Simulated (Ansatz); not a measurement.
Q: NaF (zinc blende, F-43m) is relaxed with PBEsol in the plane-wave PAW code Ansatz. What lattice parameters of the conventional cell result?

A: a = 5.091 Å.

Q: Is it a metal or does it have a gap at this level?

A: A gap of 5.53 eV.

The start of the workflow was typed in or built on a structure type; neither database checked (COD, Materials Project) lists it. It is not the phase usual at ambient conditions (space group No. 225). Symmetry was held in the PBEsol relaxation; phonons on a q-mesh show no instability.

Potentials: the later of the program's two PAW sets.
